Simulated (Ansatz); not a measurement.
Consider the following.

BN:
```xyz
2
Lattice="0.0000 3.2791 2.1528 1.2448 0.0000 2.1528 1.2448 3.2791 0.0000" Properties=species:S:1:pos:R:3 pbc="T T T"
B      1.2448     3.2791     0.0006
N      1.2448     3.2791     2.8700
```

This is the LDA-relaxed structure. Cartesian axes are those of the cell as given.

Problem. All from LDA (plane waves, PAW; program Ansatz), unless another level is named. Predict the largest static χ(2) component.

Solution. 40 pm/V.

Problem. Give the static dielectric constant ε0 (ions relaxed, cell fixed).

Solution. 6.61 (xx), 3.14 (yy), 6.64 (zz).

Problem. Predict the electronic dielectric constant ε∞ (DFPT).

Solution. 4.88 (xx), 2.73 (yy), 4.91 (zz).

Problem. And the Born charges (a third of the trace)?

Solution. B +2.04, N -2.04 e.

Space group Fmm2. The first step of the workflow began from a Materials Project structure, measured or hypothetical; the Crystallography Open Database copy checked does not list it. It is not the phase usual at ambient conditions (space group No. 186, 194, 216). The cell was relaxed with LDA under the symmetry of its start. At this level the phase is mechanically unstable. A crystal of weakly bound layers computed without a dispersion correction: the cell and the soft elastic constants depend strongly on that.

Potentials: the earlier of the program's two PAW sets. The files were generated under PBE; for other functionals the program regenerates the frozen cores, and for LDA and PBEsol the local potential too.
